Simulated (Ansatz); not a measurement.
Rb2ScInCl6 in space group Fm-3m (No. 225; Rb on 8c, Sc on 4a, In on 4b, Cl on 24e) under volume change, plane-wave PAW r²SCAN (Ansatz code), shape and atoms relaxed at each volume.

```tsv
V (Å³/atom)	E − E(relaxed) (meV/atom)	P (GPa)
29.721	20.5	2.48
30.701	8.5	1.49
31.680	…	…
32.660	0.0	0.00
33.640	1.8	-0.56
34.620	6.6	-1.02
35.600	…	…
```

Task: What belongs in the gaps?

Result: 
- 35.600, E − E(relaxed) (meV/atom): 14.0
- 35.600, P (GPa): -1.40
- 31.680, E − E(relaxed) (meV/atom): 2.0
- 31.680, P (GPa): 0.67

Task: What does a third-order Birch–Murnaghan fit give for V₀, B₀ and B′?

Result: V₀ = 32.66 Å³/atom, B₀ = 20.4 GPa, B′ = 5.4.

The first step of the workflow began from a Materials Project structure, measured or hypothetical; the Crystallography Open Database copy checked does not list it. Its standing as an ambient phase is unchecked. Symmetry was held in the r²SCAN relaxation; its stability against distortions is not shown here. The run is not spin-polarised. Scalar-relativistic: spin–orbit coupling is off unless named, which matters more the heavier the elements.

Potentials: the later of the program's two PAW sets.
